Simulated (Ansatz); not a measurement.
input.yaml for Rb₃Ba (Ansatz 0.2.0)

```yaml
crystal:
  lattice:
    - [0.0, 5.51443, 5.51443]
    - [5.51443, 0.0, 5.51443]
    - [5.51443, 5.51443, 0.0]
  atoms:
    - { symbol: Rb, position: [0.25, 0.25, 0.25] }
    - { symbol: Rb, position: [0.75, 0.75, 0.75] }
    - { symbol: Rb, position: [0.5, 0.5, 0.5] }
    - { symbol: Ba, position: [0.0, 0.0, 0.0] }
basis:
  ecutwfc: 420
kpoints:
  mp_grid: { grid: [2, 2, 2] }
hamiltonian:
  xc: pbe
scf:
  occupations: { method: methfessel_paxton, width: 0.015 }
output:
  forces: true
  stress: true
  eigenvalues: true
```

Command:

```bash
ansatz run input.yaml --threads 1 --pin off --max-ram 1331MiB --backend cpu --events-out ev --progress --plain --runs-dir out
```

Output, shortened (HF is the Harris–Foulkes energy, dr2 the density residual in eV):

```text
Pseudopotential: Rb, paw, valence charge 9, recommended cutoff 420 eV (normal)
Pseudopotential: Ba, paw, valence charge 10, recommended cutoff 420 eV (normal)
Crystal: 4 atoms, lattice volume = 335.376 Å³
Basis set: ecut = 420 eV, 6567 PW (Γ), exchange–correlation on 108×108×108 points (8 copies of the dense FFT grid, shifted against one another)
Bands: 23, of which v1, the nominal top of the filled ones, is band 19 counted from 1 (18 counted from 0)
Symmetry: 48 space group operations
Space group: Fm-3m (ITA 225), of the structure as read, at distance tolerance 6.9e-5 Å
k-points: 3 of 8
Initial density: superposition of atomic densities, corrected by the library's trained network
SCF iter   1: HF=-15751.333658 eV  Δρ=9.06e-4  dr2=4.61e-3
SCF iter   2: HF=-15751.334484 eV  S|Δr|=    0.00e0  Δρ=5.99e-4  dr2=2.88e-3
SCF iter   3: HF=-15751.334954 eV  S|Δr|=    0.00e0  Δρ=2.31e-4  dr2=2.44e-4
SCF iter   4: HF=-15751.334979 eV  S|Δr|=    0.00e0  Δρ=1.38e-4  dr2=8.66e-5
SCF iter   5: HF=-15751.334905 eV  S|Δr|=    0.00e0  Δρ=2.12e-5  dr2=8.09e-6
SCF iter   6: HF=-15751.334902 eV  S|Δr|=    0.00e0  Δρ=7.04e-6  dr2=2.12e-7
SCF iter   7: F=-15751.334902 eV  HF=-15751.334902 eV  S|Δr|=    0.00e0  Δρ=1.88e-6  dr2=2.89e-8
SCF 1 converged in 7 iterations: F = -15751.334902 eV  dr2 = 2.89e-8
SCF converged after 7 iterations
Stability not checked: this state was not tested for a lower state beside it, because cold or Methfessel-Paxton smearing, or corrected tetrahedra, fill the levels in a way that the test cannot read (fill_not_monotonic; see scf.lower_state_search)
Free energy (F): -15751.334902 eV
E sigma→0 (E₀):  -15751.334552 eV
Entropy (-TS):   -0.001400 eV (-0.350 meV/atom)
Fermi energy:    2.544490 eV
--- Forces (eV/Å), atoms counted from 1 ---
  atom   1  Rb     0.00000000    -0.00000000     0.00000000
  atom   2  Rb     0.00000000     0.00000000    -0.00000000
  atom   3  Rb    -0.00000000    -0.00000000    -0.00000000
  atom   4  Ba     0.00000000     0.00000000     0.00000000
--- Stress (GPa, compression-positive) ---
       -0.190765       0.000000      -0.000000
        0.000000      -0.190765       0.000000
        0.000000      -0.000000      -0.190765
  P = ⅓ Tr σ = -0.1908 GPa (-1.908 kbar)
```

The inputs are trials, many of them unsound on purpose. Their numbers show the effect of the settings and aren't properties of the material.